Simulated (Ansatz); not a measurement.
ZrTa:
```xyz
2
Lattice="0.0000 2.7874 2.7874 2.7874 0.0000 2.7874 2.7874 2.7874 0.0000" Properties=species:S:1:pos:R:3 pbc="T T T"
Ta     0.0000     0.0000     0.0000
Zr     2.7874     2.7874     2.7874
```

Relaxed with PBEsol. Special points in fractions of this cell's reciprocal vectors: Γ (0.000, 0.000, 0.000); X (0.500, 0.000, 0.500); U (0.625, 0.250, 0.625); K (0.375, 0.375, 0.750); L (0.500, 0.500, 0.500); W (0.500, 0.250, 0.750).

Task: List the band energies nearest the Fermi level at these points for plane-wave PAW PBEsol with spin–orbit coupling (Ansatz code).

Result: In eV from the Fermi level; about four levels below and three above (degenerate sets whole), none deeper than 8.9 eV; points with the same levels are listed once.

| k | below | above |
|---|---|---|
| Γ | -1.97 -1.97 -1.97 -1.97 -1.87 -1.87 | 6.10 6.10 6.10 6.10 |
| X | -1.23 -1.23 -0.71 -0.71 | 0.35 0.35 2.25 2.25 |
| U | -0.95 -0.95 -0.40 -0.40 | 1.50 1.50 3.21 3.21 |
| L | -2.59 -2.59 -2.23 -2.23 | 0.23 0.23 0.56 0.56 |
| W | -1.98 -1.98 -1.23 -1.23 | 0.85 0.85 1.26 1.26 |

Space group Fm-3m (rock salt). The start of the workflow was typed in or built on a structure type; neither database checked (COD, Materials Project) lists it. Whether it is the stable phase at ambient conditions was not checked. The cell was relaxed with PBEsol under the symmetry of its start. At this level the phase is mechanically unstable. The run is not spin-polarised. Its formation energy is positive at this level, so the cell may be metastable or incomplete.

Potentials: the later of the program's two PAW sets.
